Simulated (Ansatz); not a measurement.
## SbRu in Ansatz, relaxation

The input file (Ansatz 0.2.0, plane waves):

```yaml
crystal:
  lattice:
    - [6.09495, 0.0, 0.0]
    - [0.0, 3.910834, 0.0]
    - [0.0, 0.0, 6.780568]
  atoms:
    - { symbol: Sb, position: [0.2745, 0.25, 0.9184] }
    - { symbol: Sb, position: [0.2255, 0.75, 0.4184] }
    - { symbol: Sb, position: [0.7745, 0.25, 0.5816] }
    - { symbol: Sb, position: [0.7255, 0.75, 0.0816] }
    - { symbol: Ru, position: [0.9953, 0.25, 0.2229] }
    - { symbol: Ru, position: [0.5047, 0.75, 0.7229] }
    - { symbol: Ru, position: [0.4953, 0.25, 0.2771] }
    - { symbol: Ru, position: [0.0047, 0.75, 0.7771] }
  symmetry: { tolerance: 0.0003 }
kpoints:
  mp_grid: { grid: [4, 7, 4], shift: [0, 0, 0] }
magnetization:
  spin_polarized: false
scf:
  occupations: { method: gaussian, width: 0.0119 }
  lower_state_search: "off"
hamiltonian:
  pseudopotentials: { kind: paw }
  xc: r2scan
basis:
  ecutwfc: 500
  fft_grid_basis: typed
relax:
  max_steps: 60
  cell: { p_target: 20.0 }
  f_tol: 0.03
output:
  forces: true
  stress: true
  eigenvalues: true
  bader: true
  populations: true
  elf: true
  write_potential: true
  volumetric_format: npy
  dos:
    e_range: [-12, 8]
    de: 0.05
    projected: { site_lists: { Ru: [Ru], Sb: [Sb] } }
checkpoint:
  read: saved_state
```

Launch command:

```bash
ansatz run input.yaml --threads 2 --pin off --max-ram 3584MiB --backend cpu --events-out ev --progress --plain --runs-dir out
```

Origin of the cell: a known structure type with other elements, at an estimated volume, so it need not be a known compound.

The saved state is a converged single point of the same cell.

Steps («new basis» is an SCF on plane waves selected anew at the same cell):

```json
{"step": "1", "ΔH (meV/atom)": "0.0", "max force component (eV/Å)": "0.467", "P (GPa)": "-10.37", "volume (Å³)": "161.62", "SCF iterations": "6", "step was": "accepted"}
{"step": "2", "ΔH (meV/atom)": "-340.9", "max force component (eV/Å)": "0.650", "P (GPa)": "10.45", "volume (Å³)": "141.87", "SCF iterations": "7", "step was": "accepted"}
{"step": "3", "ΔH (meV/atom)": "-399.0", "max force component (eV/Å)": "0.278", "P (GPa)": "23.49", "volume (Å³)": "132.57", "SCF iterations": "8", "step was": "accepted"}
{"step": "4", "ΔH (meV/atom)": "-414.6", "max force component (eV/Å)": "0.283", "P (GPa)": "20.88", "volume (Å³)": "133.94", "SCF iterations": "7", "step was": "accepted"}
{"step": "5", "ΔH (meV/atom)": "-417.9", "max force component (eV/Å)": "0.128", "P (GPa)": "20.51", "volume (Å³)": "133.90", "SCF iterations": "7", "step was": "accepted"}
{"step": "6", "ΔH (meV/atom)": "-419.9", "max force component (eV/Å)": "0.198", "P (GPa)": "19.79", "volume (Å³)": "133.62", "SCF iterations": "7", "step was": "accepted"}
{"step": "7", "ΔH (meV/atom)": "-420.3", "max force component (eV/Å)": "0.072", "P (GPa)": "19.96", "volume (Å³)": "133.77", "SCF iterations": "6", "step was": "accepted"}
{"step": "8", "ΔH (meV/atom)": "-421.1", "max force component (eV/Å)": "0.050", "P (GPa)": "19.83", "volume (Å³)": "133.56", "SCF iterations": "7", "step was": "accepted"}
{"step": "9", "ΔH (meV/atom)": "-421.2", "max force component (eV/Å)": "0.010", "P (GPa)": "20.08", "volume (Å³)": "133.48", "SCF iterations": "6", "step was": "accepted"}
{"step": "10", "ΔH (meV/atom)": "-421.2", "max force component (eV/Å)": "0.007", "P (GPa)": "19.91", "volume (Å³)": "133.58", "SCF iterations": "6", "step was": "rejected"}
{"step": "11", "ΔH (meV/atom)": "-421.2", "max force component (eV/Å)": "0.002", "P (GPa)": "19.99", "volume (Å³)": "133.53", "SCF iterations": "9", "step was": "accepted"}
{"step": "12", "ΔH (meV/atom)": "-420.4", "max force component (eV/Å)": "0.002", "P (GPa)": "19.96", "volume (Å³)": "133.53", "SCF iterations": "6", "step was": "new basis"}
```

Before:

Space group Pnma (No. 62); the run's cell has a = 6.095 Å, b = 3.911 Å, c = 6.781 Å, α = 90.00°, β = 90.00°, γ = 90.00°. Shortest distances: Ru–Sb 2.68 Å, Ru–Ru 3.07 Å, Sb–Sb 3.55 Å.

After:

Space group Pnma (No. 62); the run's cell has a = 5.898 Å, b = 3.495 Å, c = 6.477 Å, α = 90.00°, β = 90.00°, γ = 90.00°. Shortest distances: Ru–Sb 2.56 Å, Ru–Ru 3.02 Å, Sb–Sb 3.04 Å.

```
CELL_PARAMETERS angstrom
5.89765 0.00000 0.00000
0.00000 3.49547 0.00000
0.00000 0.00000 6.47739
ATOMIC_POSITIONS crystal
Sb 0.30466 0.25000 0.92792
Sb 0.19534 0.75000 0.42792
Sb 0.80466 0.25000 0.57208
Sb 0.69534 0.75000 0.07208
Ru 0.99166 0.25000 0.20112
Ru 0.50834 0.75000 0.70112
Ru 0.49166 0.25000 0.29888
Ru 0.00834 0.75000 0.79888
```

| Property | Result |
| --- | --- |
| Enthalpy lowered by | 420.4 meV/atom |
| Volume change | -17.38 % |
| Final pressure | 19.96 GPa |
| Relaxation steps listed | 12 |
| Gap on the mesh | none (metal) |

Caveats: no moments, though an odd count or open d shells may carry them; no spin-orbit coupling, though heavy elements are present; the relaxation held the start's symmetry, so the end may be a saddle point.

It ran for 7.4 min on 2 threads of Arm Neoverse V1, on a shared host, peak memory 1.1 GiB, from a saved density.
